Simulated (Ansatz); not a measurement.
MgO (rock salt)

```cif
data_MgO
_chemical_formula_sum 'O1 Mg1'
_space_group_name_H-M_alt 'P 1'
_space_group_IT_number 1
_cell_length_a 3.00785
_cell_length_b 3.00785
_cell_length_c 3.00785
_cell_angle_alpha 60.000
_cell_angle_beta 60.000
_cell_angle_gamma 60.000
loop_
_space_group_symop_operation_xyz
  'x, y, z'
loop_
_atom_site_label
_atom_site_type_symbol
_atom_site_fract_x
_atom_site_fract_y
_atom_site_fract_z
_atom_site_occupancy
O1 O 0.00000 0.00000 0.00000 1
Mg1 Mg 0.50000 0.50000 0.50000 1
```

Equation-of-state scan: isotropic scaling of the cell above, V₀ being its volume. Symmetry pins the atoms to their sites.

Level of theory: PBE (plane waves to 420 eV, PAW, scalar-relativistic; Ansatz, a quantum-chemistry and plane-wave program). k mesh 14×14×14 (Γ-centred), Fermi-Dirac smearing 0.05 eV. Energies are smeared free energies. MgO was relaxed with its symmetry unable to fall. The zero of ΔE is the relaxed starting cell.

| V (Å³/atom) | ΔE (meV/atom) |
|---|---|
| 9.044 | 18.0 |
| 9.159 | 11.2 |
| 9.275 | 6.2 |
| 9.390 | 2.7 |
| 9.506 | 0.7 |
| 9.621 | 0.0 |
| 9.737 | 0.6 |
| 9.852 | 2.5 |
| 9.967 | 5.4 |
| 10.083 | 9.5 |
| 10.198 | 14.6 |

Task: What is the fitted pressure derivative B₀′?

Result: 4.1.

Task: What bulk modulus B₀ follows from a third-order Birch-Murnaghan fit?

Result: 149 GPa.

(Under strain, the slope of the energy per volume gives the stress and its curvature an elastic modulus.)
